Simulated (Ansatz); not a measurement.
YbSi₂:
```yaml
crystal:
  lattice:
    - [-2.04110, 2.04110, 6.76371]
    - [2.04110, -2.04110, 6.76371]
    - [2.04110, 2.04110, -6.76371]
  atoms:
    - { symbol: Yb, position: [0.25000, 0.75000, 0.50000] }
    - { symbol: Yb, position: [0.50000, 0.50000, 0.00000] }
    - { symbol: Si, position: [0.08404, 0.08404, 0.00000] }
    - { symbol: Si, position: [0.83404, 0.33404, 0.50000] }
    - { symbol: Si, position: [0.66596, 0.16596, 0.50000] }
    - { symbol: Si, position: [0.91596, 0.91596, 0.00000] }
```

Relaxed with r²SCAN.

Problem. Map the electron localisation function on the plane through (0.250, 0.750, 0.500) spanned by u = [1, 1, 0] and v = [1, 0, 1] in lattice vectors, from r²SCAN (plane waves, PAW; program Ansatz).

Solution. x is the fraction of u, y of v (the angle between them is 90°; rows are the nearest grid lines); atoms in the plane: Yb at (0.00, 0.00), Yb at (0.75, 0.50), Si at (0.33, 0.50), Si at (0.58, 0.00), Si at (0.42, 0.00), Si at (0.17, 0.50).
```
|*%%-  :-:...-*#--+-%%-+--#*-...:-:  -%%*|
|#@%- .-=-:..-*#=::-%@-::=#*-. .:-:  -%@#|
|@@#. :+*+-:.-*%*-.-%@+::+#+:   .::  :#@@|
|@%+ .+###+-:=*%%*-+%@#+*##=.    ..   +%@|
|#*: -#@@%*==+#@@%*+#%%%%%#:          :*#|
|-: .+%@@@#*++#@@@#++#@@@%+  :-:       :-|
|   :#%%%%%##+*%@@#+=*%@@#- :*#*:        |
|  .=##*+#@%%+-*%%*=:+###+. +%@%+   ..   |
|  :+#+::+@@%-.-*%*-.-+*+: .#@@@#:  ::.  |
| .-*#=::-@@%-::=#*-.:-=-. -%@#@%-  :-:. |
|..-*#--+-%@%-+--#*-..:-:  -%%*%%-  :-:..|
| .-*#=::-@@%-::=#*-.:-=-. -%@#@%-  :-:. |
|  :+#+::+@@%-.-*%*-.-+*+: .#@@@#:  ::.  |
|  .=##*+#@%%+-*%%*=:+###+. +%@%+   ..   |
|   :#%%%%%##+*%@@#+=*%@@#- :*#*:        |
|-:  +%@@@#*++#@@@#++#@@@%+  :-:       :-|
|#*: -#@@%*==+#@@%*+#%%%%%#:          :*#|
|@%+ .+###+-:=*%%*-+%@#+*##=.    ..   +%@|
|@@#. :+*+-:.-*%*-.-%@+::+#+:   .::  :#@@|
|#@%- .-=-:..-*#=::-%@--:=#*-. .:-:  -%@#|
|*%%-  :-:...-*#--+-%%-+--#*-...:-:  -%%*|
```
Scale: ten equal steps from 0.050 (start of ' ') to 0.858 (end of '@'), in the order ' .:-=+*#%@'; x runs from 0.000 to 1.00, y from 0.000 (bottom) to 1.00 (top).

The density is the valence pseudo-density with augmentation charge, so density and ELF within about 1 Å of a nucleus are not all-electron values.

Space group I4_1/amd. The workflow started from a Materials Project entry (that database holds measured and hypothetical structures alike); the Crystallography Open Database copy checked does not list it. COD files the formula under space group No. 191. Whether it is the stable phase at ambient conditions was not checked. The r²SCAN relaxation kept the symmetry of its start; whether a distortion lowers the energy is not shown. The run is not spin-polarised. The 4f shell is in the valence. No Hubbard U is applied. Scalar-relativistic: spin–orbit coupling is off unless named, which matters more the heavier the elements.

Potentials: the later of the program's two PAW sets.
